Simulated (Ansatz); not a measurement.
**Fields on a plane of Au (fcc, Cu type)**

```
Au
1.0
    0.00000     2.04167     2.04167
    2.04167     0.00000     2.04167
    2.04167     2.04167     0.00000
Au
1
Direct
  0.00000   0.00000   0.00000
```

The slice is a {111} plane (indices of the conventional cell) through the point (0.000, 0.000, 0.000) (fractional), spanned by u = [100] and v = [-1 2 0] in vectors of this cell: u (2.89 Å) and v (5.00 Å, at 90° to u). It covers one period; positions are fractions (u, v).

Atoms on it: Au at (0.00, 0.00); Au at (0.50, 0.50).

The numbers are results of PBEsol (plane waves to 420 eV, PAW, scalar-relativistic; Ansatz, a program for electronic structure), not measurements. k mesh 20×20×20. Inside the PAW spheres the values are not all-electron values, and peaks at nuclei hang on which shells count as valence. Au was relaxed with its symmetry unable to fall. Spin-orbit coupling is left out, though Au is heavy. The PAW data are Ansatz's earlier set.

```
|999999887755332211001122335577889999|
|999988776644221100000011224466778899|
|888877775533221100000011223355667788|
|777766554422110000000000112244556677|
|555555443322110000000000112222445555|
|333333222211000000000000001122223333|
|222211111100000000000000000011111122|
|111100000000000011111100000000000011|
|000000000011111122222211111100000000|
|000000001122223333333333222211000000|
|000000112233445555555555442222110000|
|000000112244556677777766554422110000|
|000011223355777788888877665533221100|
|000011224466778899999988776644221100|
|001122335577889999999999887755332211|
|001122335577889999999999887755332211|
|001122335577889999999999887755332211|
|000011224466778899999988776644221100|
|000011223355667788888877775533221100|
|000000112244556677777766554422110000|
|000000112222445555555555443322110000|
|000000001122223333333333222211000000|
|000000000011111122222211111100000000|
|111100000000000011111100000000000011|
|222211111100000000000000000011111122|
|333333222211000000000000001122223333|
|555555442222110000000000112233445555|
|777766554422110000000000112244556677|
|888877665533221100000011223355777788|
|999988776644221100000011224466778899|
|999999887755332211001122335577889999|
|999999887755332211001122335577889999|
```
Scale: ten equal steps from -0.70 (start of '0') to 1.20 (end of '9'), in the order '0123456789'. Values: log₁₀ of the valence density in e/Å³. The map has 18 points along u (two characters each, u = 0 at the left) and 32 along v (v = 0 in the bottom row). The scale is logarithmic, as a density can span decades between atoms and voids.

```
|xxx@%#=:   :=#%@xx|
|xxx@%*-.   .-*%@xx|
|xx@%#+-.   .-+#%@x|
|%%%#+-.     .-+#%%|
|##*+=:.     .:=+*#|
|++=-:.       .:-==|
|:::.           .::|
|.        .        |
|      .:::::.     |
|    .:-=++==-:.   |
|   .:=+*###*+=:.  |
|   .-+#%%%%%#+-.  |
|  .-+#%@xxx@%#+-. |
|  .-*%@xxxxx@%*-. |
|  :=#%@xxxxx@%#=: |
|  :=#%xxxxxxx%#=: |
|  :=#%@xxxxx@%#=: |
|  .-*%@xxxxx@%*-. |
|  .-+#%@xxx@%#+-. |
|   .-+#%%%%%#+-.  |
|   .:=+*###*+=:.  |
|    .:-==++=-:.   |
|      .:::::.     |
|.        .        |
|:::.           .::|
|+==-:.       .:-=+|
|##*+=:.     .:=+*#|
|%%%#+-.     .-+#%%|
|xx@%#+-.   .-+#%@x|
|xxx@%*-.   .-*%@xx|
|xxx@%#=:   :=#%@xx|
|xxxx%#=:   :=#%xxx|
```
Scale: ten equal steps from 0.19 (start of ' ') to 0.55 (end of '@'), in the order ' .:-=+*#%@'. Values: electron localisation function (ELF). The map has 18 points along u (one character each, u = 0 at the left) and 32 along v (v = 0 in the bottom row). Points within 0.5 Å of a nucleus are blanked (x), as the pseudised field means little there.

The density on the Au–Au line (2.89 Å) at its midpoint is 0.29 e/Å³ and the ELF at that point is 0.21.
